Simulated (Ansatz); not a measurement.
Trial structure of NbTe₈Mo₃, not yet relaxed:

```
CELL_PARAMETERS angstrom
3.73463 0.00000 0.00000
-1.86732 3.23429 0.00000
0.00000 0.00000 28.70197
ATOMIC_POSITIONS crystal
Nb 0.00000 0.00000 0.00000
Te 0.66667 0.33333 0.18641
Te 0.66667 0.33333 0.43641
Te 0.66667 0.33333 0.68641
Te 0.66667 0.33333 0.93641
Te 0.33333 0.66667 0.06359
Te 0.33333 0.66667 0.31359
Te 0.33333 0.66667 0.56359
Te 0.33333 0.66667 0.81359
Mo 0.00000 0.00000 0.25000
Mo 0.00000 0.00000 0.50000
Mo 0.00000 0.00000 0.75000
```

Computed with Ansatz 0.2.0, DFT PBE, scalar-relativistic, plane waves, PAW. Cutoff 420 eV; k points 6×6×1 on the computed 12-atom cell (Γ-centred); Gaussian smearing, width 0.10 eV; no spin polarisation.

Formation energies are uncorrected and refer to the elements' standard structures at the same level.

Q: What does a single point on this coarse mesh give?

A: The pressure is -4.9 GPa (the mean over three directions, positive in compression), the largest force is 0.70 eV/Å, and the energy is −0.12 eV/atom against the elements. The shortest distance is 2.82 Å.

Q: How much does it gain on relaxing, and where does it end?

A: Relaxing gains under 0.1 eV/atom (the start's value is from the coarse mesh, so the gain is rough) in 13 ionic steps and ends at −0.17 eV/atom on the finer mesh. The symmetry stays P-3m1 (No. 164). The volume per atom shrinks by 1.1 %, from 28.9 to 28.6 Å³. The shortest distance goes from 2.82 Å (Nb–Te and Te–Mo) to 2.75 Å (Te–Mo). The ratio c/a of the conventional cell changes by a factor of 1.15. Conventional cell: a = 3.551 Å, c = 31.417 Å. Around Nb lie 6 Te at 2.80 Å and 6 Nb at 3.55 Å; around Te on its first site lie 3 Mo at 2.76 Å; around Mo on a site of symmetry 3m lie 6 Te at 2.75–2.76 Å; 4 more sites not described.

The last run used a 12×12×2 mesh (in the run's order of axes) for its 12-atom cell and Gaussian smearing of 0.10 eV. Weakly bound directions are ill-defined at this level, which has no dispersion term. These runs have no spin–orbit coupling, which can matter for Te. The reference form of Te is held partly by dispersion forces, which this level lacks. The relaxation can't lower the symmetry of the start. Symmetry constrained the relaxation, so the result can be a saddle point. Another cell of NbTe8Mo3 relaxed alike but with spin, in P-6m2, lies 134 meV/atom lower, so this cell isn't the stable form at this level.
